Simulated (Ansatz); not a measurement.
## Computed properties of InAg₃

```xyz
4
Lattice="4.1440 0.0000 0.0000 0.0000 4.1440 0.0000 0.0000 0.0000 4.1440" Properties=species:S:1:pos:R:3 pbc="T T T"
In    0.0000    0.0000    0.0000
Ag    0.0000    2.0720    2.0720
Ag    2.0720    0.0000    2.0720
Ag    2.0720    2.0720    0.0000
```

Atom numbers follow the list: In1, Ag2, Ag3, Ag4.

The cell is COD entry 1510013, as deposited and not checked against the literature; nothing was relaxed.

Spin–orbit coupling is left out, though it moves levels of the heavy atoms by tenths of an eV or more.

Levels of theory: DFT, PBEsol, all-electron LAPW, scalar-relativistic (Ansatz 0.2.0); DFT, PBEsol, PAW with Ansatz's default frozen-core files, scalar-relativistic (Ansatz 0.2.0).

For LAPW: a Γ-centred 9×9×9 k mesh, Fermi–Dirac smearing of 0.05 eV, basis error target 0.5 meV/atom, no spin polarisation. PAW takes a cutoff of 420 eV at this cell (files made with PBE, cores remade for this functional). The Ansatz runs share mesh, smearing and spin set-up. Values come from LAPW unless marked.

| Property | Result |
| --- | --- |
| Pressure at this cell | -3.0 kbar |
| Band gap | none: bands cross the Fermi level, a metal |
| Density of states at the Fermi level (0.2 eV bin) | 1.36 states/eV per cell |
| Löwdin charges (with 0.34 e of the cell spilling out of the atomic basis, so their sizes and signs hang on that basis) | In1 -1.05, Ag2 0.46 e |
| Bader charges (from the PAW run) | In1 +0.49, Ag2 -0.16 e |
| Volume per atom | 17.79 Å³ |
